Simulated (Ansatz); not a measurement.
Y3Si5:
```
CELL_PARAMETERS angstrom
      6.64055     0.00000     0.00000
     -3.32027     5.75088     0.00000
      0.00000     0.00000     4.16466
ATOMIC_POSITIONS crystal
  Y  0.00000 0.64935 0.00000
  Y  0.64935 0.00000 0.00000
  Y  0.35065 0.35065 0.00000
  Si 0.66667 0.33333 0.50000
  Si 0.33333 0.66667 0.50000
  Si 0.00000 0.28317 0.50000
  Si 0.28317 0.00000 0.50000
  Si 0.71683 0.71683 0.50000
```

Relaxed with r²SCAN.

Problem. Map the electron localisation function on the plane through (0.649, 0.000, 0.000) spanned by u = [1, 0, 0] and v = [0, 0, 1] in lattice vectors, from plane-wave PAW r²SCAN (Ansatz code).

Solution. x is the fraction of u, y of v (the angle between them is 90°; rows are the nearest grid lines); atoms in the plane: Y at (0.00, 0.00), Si at (0.63, 0.50).
```
y \ x   0.000  0.0909  0.182  0.273  0.364  0.455  0.545  0.636  0.727  0.818  0.909   1.00
------  -----  ------  -----  -----  -----  -----  -----  -----  -----  -----  -----  -----
1.00    0.317   0.862  0.139  0.078  0.128  0.173  0.320  0.389  0.233  0.132  0.859  0.317
0.905   0.777   0.848  0.088  0.099  0.130  0.258  0.510  0.575  0.360  0.089  0.848  0.777
0.857   0.860   0.769  0.067  0.121  0.127  0.349  0.680  0.723  0.493  0.079  0.771  0.860
0.762   0.519   0.178  0.118  0.168  0.112  0.514  0.869  0.857  0.664  0.195  0.177  0.519
0.714   0.142   0.082  0.203  0.183  0.102  0.570  0.890  0.836  0.675  0.326  0.079  0.142
0.619   0.093   0.207  0.349  0.193  0.085  0.613  0.807  0.483  0.500  0.478  0.194  0.093
0.524   0.191   0.328  0.400  0.193  0.076  0.612  0.613  0.600  0.302  0.512  0.307  0.191
0.476   0.191   0.328  0.400  0.193  0.076  0.612  0.613  0.600  0.302  0.512  0.307  0.191
0.381   0.093   0.207  0.349  0.193  0.085  0.613  0.807  0.483  0.500  0.478  0.194  0.093
0.286   0.142   0.082  0.203  0.183  0.102  0.570  0.890  0.836  0.675  0.326  0.079  0.142
0.238   0.519   0.178  0.118  0.168  0.112  0.514  0.869  0.857  0.664  0.195  0.177  0.519
0.143   0.860   0.769  0.067  0.121  0.127  0.349  0.680  0.723  0.493  0.079  0.771  0.860
0.0952  0.777   0.848  0.088  0.099  0.130  0.258  0.510  0.575  0.360  0.089  0.848  0.777
0.000   0.317   0.862  0.139  0.078  0.128  0.173  0.320  0.389  0.233  0.132  0.859  0.317
```

The density is the valence pseudo-density with augmentation charge, so density and ELF within about 1 Å of a nucleus are not all-electron values.

Space group P-62m. The start of the workflow was typed in or built on a structure type; neither database checked (COD, Materials Project) lists it. Its standing as an ambient phase is unchecked. Symmetry was held in the r²SCAN relaxation; its stability against distortions is not shown here. No spin polarisation was allowed.

Potentials: the earlier of the program's two PAW sets.
